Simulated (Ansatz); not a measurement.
TiB₂:
```
TiB2
1.0
   -1.58206     1.58206     2.98113
    1.58206    -1.58206     2.98113
    1.58206     1.58206    -2.98113
Ti B
1 2
Cartesian
  0.00000   0.00000   0.00000
  0.00000   0.00000   2.19378
  0.00000   0.00000   3.76848
```

Relaxed with PBEsol. Special points in fractions of this cell's reciprocal vectors: Γ (0.000, 0.000, 0.000); X (0.000, 0.000, 0.500); P (0.250, 0.250, 0.250); N (0.000, 0.500, 0.000); M (0.500, 0.500, -0.500); S (0.320, 0.680, -0.320); S0 (-0.320, 0.320, 0.320); R (-0.141, 0.141, 0.500); G (0.500, 0.500, -0.141).

Question: List the band energies nearest the Fermi level at these points for PBEsol in the plane-wave PAW code Ansatz.

Answer: In eV from the Fermi level; about four levels below and three above (degenerate sets whole), none deeper than 8.9 eV; points with the same levels are listed once.

```tsv
k	below	above
Γ	-4.26 -0.51 -0.51 -0.13	2.02 2.33 2.33
X	-3.52 -1.94 -1.48 -0.49	1.22 3.35 4.56
P	-8.48 -3.93 -3.93 -3.28	0.51 0.55 0.55
N	-6.60 -2.60 -2.00 -1.75	1.59 2.04 3.30
M	-6.87 -0.94 -0.33 -0.33	0.45 2.25 2.29 2.29
S	-5.85 -4.83 -1.82 -0.74	2.13 2.51 2.58
R	-4.82 -3.92 -2.35 -1.11	0.39 1.41 3.18
```

Space group I4/mmm (MoSi2 or CaC2 type). A made-up cell: these elements were put on the sites of a structure type; neither database checked (COD, Materials Project) lists it. It is not the phase usual at ambient conditions (space group No. 191). The cell was relaxed with PBEsol under the symmetry of its start; its stability against distortions is not shown here. The run is not spin-polarised.

Potentials: the earlier of the program's two PAW sets. The files were generated under PBE; for other functionals the program regenerates the frozen cores, and for LDA and PBEsol the local potential too.
